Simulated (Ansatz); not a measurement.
Suppose Ba3HfO takes space group P6/mmm (No. 191), with Ba on 3f; Hf on 1a; O on 1b.

These are results of DFT PBE, scalar-relativistic, plane waves, PAW (Ansatz), not measurements. Cutoff 420 eV, Γ-centred mesh, Gaussian smearing, no spin polarisation.

The zero of energy is the elements' standard structures at the same level (O₂ as a molecule); no fitted shifts are applied.

Question: Which cell and coordinates does it relax to?

Answer:

Space group P6/mmm (No. 191). a = 7.970 Å, b = 7.970 Å, c = 4.008 Å, α = 90.00°, β = 90.00°, γ = 120.00°
```tsv
atom	site	symmetry	x	y	z
Ba	3f	mmm	0.5000	0.0000	0.0000
Hf	1a	6/mmm	0.0000	0.0000	0.0000
O	1b	6/mmm	0.0000	0.0000	0.5000
```

Ba has 6 Ba at 3.99–4.01 Å, 2 Hf at 3.99 Å and 4 O at 4.46 Å; around Hf lie 2 O at 2.00 Å and 6 Ba at 3.99 Å; O has 2 Hf at 2.00 Å, 2 O at 4.01 Å and 12 Ba at 4.46 Å. Another local minimum with the same sites may exist.

Question: Where does its energy lie, and is it a metal?

Answer: The energy over the elements is −0.41 eV/atom and the gap on the 6×6×10 mesh of the 5-atom cell is 0 eV (a metal).

The last run used Gaussian smearing of 0.10 eV. Spin–orbit coupling, which can matter for Hf, is left out. The cell is a metal run without spin; a magnetic state may lie lower. A structure relaxed within its symmetry needn't be a true minimum. Another cell of Ba3HfO relaxed alike, in P4/mmm, lies 296 meV/atom lower, so this cell isn't the stable form at this level.
